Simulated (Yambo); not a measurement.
How GW settings move the gap: RbHS

G0W0@PBEsol for RbHS (space group P2_1/m, No. 11) in Yambo. Reference settings: 4×2×2 Γ-centred k mesh, 218 bands and a 7 Ry block in the screening, 218 bands in G with the Bruneval-Gonze terminator, plasmon pole fitted at 27.2 eV. The PBEsol gap Γ → Γ on this mesh is 3.00 eV; G0W0 gaps are taken between the same points.

| change from the reference | G0W0 gap Γ → Γ (eV) | shift of the valence edge (eV) | rough Yambo cost |
|---|---|---|---|
| reference settings | 5.38 | -1.69 | 1 |
| 76 bands in W, 76 bands in G | 5.31 | -1.44 | about 1/3 |
| 137 bands in W, 137 bands in G | 5.35 | -1.61 | within a factor of two |
| 137 bands in G | 5.37 | -1.67 | – |
| 96 bands in W | 5.33 | -1.55 | about 1/2 |
| no random integration | 5.35 | -1.63 | – |

The reference isn't shown to be the converged limit. Costs are rough (shared machines), scaled to the same edge states, and given only for runs that recompute the screening.

Geometry of the Materials Project entry, not relaxed at this level; primitive cell a = 4.5846 Å, b = 5.1452 Å, c = 6.8999 Å, α = 90.00°, β = 101.59°, γ = 90.00°.

The structure is a Materials Project entry; no match was found in the copy of COD used, and its stability was not checked.

A shift is the quasiparticle energy of the state minus its PBEsol energy.
